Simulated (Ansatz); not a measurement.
Rb₂AgRhF₆:
```xyz
10
Lattice="0.0000 4.3384 4.3384 4.3384 0.0000 4.3384 4.3384 4.3384 0.0000" Properties=species:S:1:pos:R:3 pbc="T T T"
Rb     2.1692     2.1692     2.1692
Rb     6.5076     6.5076     6.5076
Ag     4.3384     4.3384     4.3384
Rh     0.0000     0.0000     0.0000
F      4.3384     4.3384     1.9934
F      4.3384     4.3384     6.6833
F      1.9934     4.3384     4.3384
F      6.6833     4.3384     4.3384
F      4.3384     1.9934     4.3384
F      4.3384     6.6833     4.3384
```

Relaxed with r²SCAN.

Problem. Map the electron localisation function on the plane through (0.250, 0.250, 0.250) spanned by u = [1, 0, 0] and v = [-1, 1, 1] in lattice vectors, from plane-wave PAW r²SCAN (Ansatz code).

Solution. x is the fraction of u, y of v (the angle between them is 90°; rows are the nearest grid lines); atoms in the plane: Rb at (0.00, 0.00), Rb at (0.00, 0.50), Ag at (0.50, 0.25), Rh at (0.50, 0.75), F at (0.50, 0.98), F at (0.50, 0.52).
```
|00599971003799866899730017999500|
|67999950003689866898630005999976|
|99999730001478888887410003799999|
|99863100000011122111000000136899|
|11000000002466544566420000000011|
|00000000002578888887520000000000|
|00000000002578888887520000000000|
|00000000012578877887521000000000|
|66420000001222111122210000002466|
|99997410000135788753100001479999|
|99999730001478888887410003799999|
|02799961003799755799730016999720|
|12799971002689988998620017999721|
|99999840000123455432100004899999|
|99998510000000000000000001589999|
|66420000000122344322100000002466|
|00000000001346677664310000000000|
|00000000012457899875421000000000|
|00000000012356788765321000000000|
|11000000001234566543210000000011|
|99874100000001111110000000147899|
|99999840000123455432100004899999|
|67999961001468888886410016999976|
|00599971003799866899730017999500|
```
Scale: ten equal steps from 0.003 (start of '0') to 0.881 (end of '9'), in the order '0123456789'; x runs from 0.000 to 1.00, y from 0.000 (bottom) to 1.00 (top).

The density is the valence pseudo-density with augmentation charge, so density and ELF within about 1 Å of a nucleus are not all-electron values.

Space group Fm-3m. The first step of the workflow began from a Materials Project structure, measured or hypothetical; the Crystallography Open Database copy checked does not list it. Its standing as an ambient phase is unchecked. Symmetry was held in the r²SCAN relaxation; whether a distortion lowers the energy is not shown. No spin polarisation was allowed.

Potentials: the later of the program's two PAW sets.
